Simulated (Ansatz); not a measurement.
**Computed properties of Li8PbO6**

Li₈PbO₆:
```
Li8PbO6
1.0
    2.72060     1.57074     5.13576
   -2.72060     1.57074     5.13576
    0.00000    -3.14148     5.13576
Li Pb O
8 1 6
Direct
  0.65084   0.65084   0.65084
  0.34916   0.34916   0.34916
  0.22914   0.89834   0.50779
  0.77086   0.10166   0.49221
  0.50779   0.22914   0.89834
  0.49221   0.77086   0.10166
  0.89834   0.50779   0.22914
  0.10166   0.49221   0.77086
  0.00000   0.00000   0.00000
  0.39678   0.09918   0.75759
  0.60322   0.90082   0.24241
  0.75759   0.39678   0.09918
  0.24241   0.60322   0.90082
  0.09918   0.75759   0.39678
  0.90082   0.24241   0.60322
```

Space group R-3 (No. 148); conventional cell a = b = 5.441 Å, c = 15.407 Å, α = β = 90.00°, γ = 120.00°.

Method: LDA (plane waves, PAW; program Ansatz). Structure relaxed to zero pressure with the same functional. Other levels are named where they apply.

### Cell and energy

```
Quantity                                                       Value
-----------------------------------------------------  -------------
Volume per atom                                              8.78 Å³
Density                                                   4.52 g/cm³
Formation energy from the elements (no fitted shifts)  -1.84 eV/atom
```

### Electronic structure

```
Quantity                                                                                                                       Value
----------------------------------------  ------------------------------------------------------------------------------------------
Band gap                                                                                                          2.78 eV (indirect)
Valence-band maximum                      off the standard path, at k = (0.328, 0.375, 0.417) in fractions of the reciprocal vectors
Conduction-band minimum                                                                                                         at Γ
Smallest direct gap on the standard path                                                                                     2.94 eV
Electron effective mass                                                                       0.64, 0.78, 0.78 mₑ (principal values)
```

### Mechanics

```
Property                                                                                                                 Value
--------------------------------------------  --------------------------------------------------------------------------------
Bulk modulus (Birch–Murnaghan fit)                                                                                    956 kbar
Pressure derivative B′                                                                                                     4.3
Elastic constants (relaxed ions, GPa)         C11 = 174, C12 = 60.3, C13 = 52.6, C14 = -1.8, C33 = 180, C44 = 62.4, C15 = 23.5
Mechanical stability                                                                    stable (all eigenvalues of C positive)
Hill bulk and shear moduli                                                                                   95.4 and 56.5 GPa
Young's modulus                                                                                                        142 GPa
Poisson's ratio                                                                                                           0.25
Debye temperature from the elastic constants                                                                             566 K
```

### Dielectric response

```
Quantity                                                                                  Result
--------------------------------------------------------  --------------------------------------
Electronic dielectric constant ε∞ (DFPT)                               3.57 (xx = yy), 3.76 (zz)
Static dielectric constant ε0 (ions relaxed, cell fixed)               12.0 (xx = yy), 12.0 (zz)
Born charges (a third of the trace)                       Li +0.98 to +1.04, Pb +3.63, O -1.93 e
```

### Phonons

```
Quantity                                                                  Result
--------------------------------------------------  ----------------------------
Highest zone-centre frequency (without LO–TO term)                     638 cm^-1
Zone-centre stability                                     no imaginary mode at Γ
Dynamical stability on the path                     stable (no imaginary branch)
Zero-point energy                                                  73.3 meV/atom
Vibrational entropy at 300 K                             15.7 J/(K·mol of atoms)
```

The workflow started from a Materials Project entry (that database holds measured and hypothetical structures alike); the Crystallography Open Database files this formula in space group No. 148, but the cells were not matched. Its standing as an ambient phase is unchecked. The LDA relaxation kept the symmetry of its start. The references are the lowest solids computed at this level, not always the standard phases (solids in place of the gases). Spin–orbit coupling is left out wherever it is not named.

Potentials: the later of the program's two PAW sets.
